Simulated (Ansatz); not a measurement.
Given:

CoSi$_{2}$ (fluorite or antifluorite type, Fm-3m), a = 5.313 Å, b = 5.313 Å, c = 5.313 Å, α = 90.00°, β = 90.00°, γ = 90.00°; the cell used has 3 atoms.

This is the PBEsol-relaxed structure.

Q: All from PBEsol in the plane-wave PAW code Ansatz, unless another level is named. Estimate the highest zone-centre frequency.

A: 343 cm⁻¹.

Q: Predict the Hill bulk and shear moduli.

A: 195 and 74.0 GPa.

Symmetry was held in the PBEsol relaxation; of distortions, only those at the zone centre were tested. No spin polarisation was allowed. As this level gives no gap, shear constants depend on the k-mesh and smearing (Fermi–Dirac, 0.1 eV here). As this level gives no gap, phonon frequencies hold no LO–TO term and depend on the k-mesh and smearing (Fermi–Dirac, 0.1 eV here).

Potentials: the earlier of the program's two PAW sets.
